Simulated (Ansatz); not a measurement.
WC

The computed numbers are results of r²SCAN, scalar-relativistic (no spin polarisation) in the plane-wave PAW code Ansatz at 500 eV, Γ-centred 14×14×12 mesh, 0.05 eV Gaussian smearing; PAW files: Ansatz's generated set soft_2.

Space group P-6m2 (No. 187). a = 2.912 Å, b = 2.912 Å, c = 2.837 Å, α = 90.00°, β = 90.00°, γ = 120.00°
```json
{"atom": "W", "site": "1a", "symmetry": "-6m2", "x": "0.0000", "y": "0.0000", "z": "0.0000"}
{"atom": "C", "site": "1f", "symmetry": "-6m2", "x": "0.6667", "y": "0.3333", "z": "0.5000"}
```

The chain of runs began from a measured cell (COD), expanded in volume.

Cell and atoms are those of this level's equilibrium.

The run used a cell of 2 atoms; the mesh refers to it.

```yaml
Volume: 10.42 Å³/atom
Band_gap: zero (metallic)
Bader_charges: W 1.48; C -1.48 e
Bulk_modulus_Birch–Murnaghan: 402 GPa
Pressure_derivative_B0′: 4.2
```

Task: What does r²SCAN give for the formation energy from the elements (0 K, uncorrected)?

Result: -0.18 eV/atom.

Task: What does r²SCAN give for the density of states at the Fermi level?

Result: 0.13 states/(eV·atom).

**What was measured.** A cell as deposited of hexagonal WC (space group P-6m2), temperature not stated, from the Crystallography Open Database (2009, doi:10.2138/am.2009.3015), has a, c = 2.902, 2.831 Å and 10.32 Å³/atom.

**Against experiment.** r²SCAN gives 2.912, 2.837 Å and 10.42 Å³/atom, +0.9 % in volume (+0.3 % in length) from the database's cell. The static lattice lacks zero-point motion and thermal expansion, roughly 0.3 to 0.7 % in volume at 300 K (room temperature assumed) by Grüneisen's rule, γ·3k_BT/(B0·V0) with γ of 1 to 2.5, so this level's own overestimate is larger than the figure, nearer 1.2 to 1.6 %.

These numbers lack spin–orbit coupling.
